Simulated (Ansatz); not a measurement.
Y (diamond, Fd-3m), a = 7.0418 Å, b = 7.0418 Å, c = 7.0418 Å, α = 90.00°, β = 90.00°, γ = 90.00°; the cell used has 2 atoms.

Relaxed with PBE.

### Question
Which orbitals make up the states near the Fermi level in plane-wave PAW PBE (Ansatz code)?

### Answer
Within 0.5 eV of the Fermi level: Y 4d 86 %, Y 5s 12 %. Projections are on Löwdin-orthogonalised atomic valence shells; empty p or d shells of many metals are not among them.

### Question
Tabulate the density of states.

### Answer
States/eV per cell of 2 atoms, in 0.25 eV bins, energy from the Fermi level.

| E (eV) | total | Y 4d | Y 5s | Y 4p |
|---|---|---|---|---|
| -3.80 | 0.00 | 0.00 | 0.00 | 0.00 |
| -3.55 | 0.08 | 0.00 | 0.08 | 0.00 |
| -3.30 | 0.23 | 0.00 | 0.22 | 0.00 |
| -3.05 | 0.33 | 0.00 | 0.32 | 0.00 |
| -2.80 | 0.43 | 0.01 | 0.40 | 0.00 |
| -2.55 | 0.52 | 0.03 | 0.47 | 0.01 |
| -2.30 | 0.62 | 0.06 | 0.55 | 0.01 |
| -2.05 | 0.76 | 0.10 | 0.62 | 0.01 |
| -1.80 | 0.99 | 0.21 | 0.75 | 0.02 |
| -1.55 | 1.16 | 0.34 | 0.78 | 0.02 |
| -1.30 | 1.17 | 0.50 | 0.64 | 0.02 |
| -1.05 | 2.85 | 2.40 | 0.39 | 0.02 |
| -0.80 | 3.79 | 3.38 | 0.34 | 0.02 |
| -0.55 | 3.95 | 3.25 | 0.62 | 0.02 |
| -0.30 | 4.14 | 3.62 | 0.46 | 0.02 |
| -0.05 | 4.33 | 4.02 | 0.25 | 0.02 |
| 0.20 | 4.41 | 3.87 | 0.48 | 0.03 |
| 0.45 | 8.04 | 6.83 | 1.03 | 0.08 |
| 0.70 | 5.87 | 5.41 | 0.30 | 0.06 |
| 0.95 | 5.06 | 4.55 | 0.23 | 0.06 |
| 1.20 | 5.14 | 4.45 | 0.20 | 0.06 |
| 1.45 | 2.02 | 1.64 | 0.05 | 0.02 |
| 1.70 | 0.79 | 0.70 | 0.01 | 0.00 |
| 1.95 | 4.46 | 3.97 | 0.11 | 0.05 |
| 2.20 | 3.29 | 2.71 | 0.17 | 0.03 |
| 2.45 | 2.54 | 1.96 | 0.17 | 0.02 |
| 2.70 | 3.85 | 2.79 | 0.37 | 0.02 |
| 2.95 | 0.85 | 0.35 | 0.09 | 0.00 |
| 3.20 | 1.23 | 0.71 | 0.11 | 0.00 |
| 3.45 | 1.71 | 1.17 | 0.15 | 0.00 |
| 3.70 | 2.38 | 1.65 | 0.24 | 0.01 |
| 3.95 | 1.57 | 1.31 | 0.09 | 0.00 |

The start of the workflow was typed in or built on a structure type; neither database checked (COD, Materials Project) lists it. It is not the phase usual at ambient conditions (space group No. 194). The cell was relaxed with PBE under the symmetry of its start; its stability against distortions is not shown here. No spin polarisation was allowed. The volume moved by -17 % from the start of the relaxation. Spin–orbit coupling is left out wherever it is not named.

Potentials: the later of the program's two PAW sets.
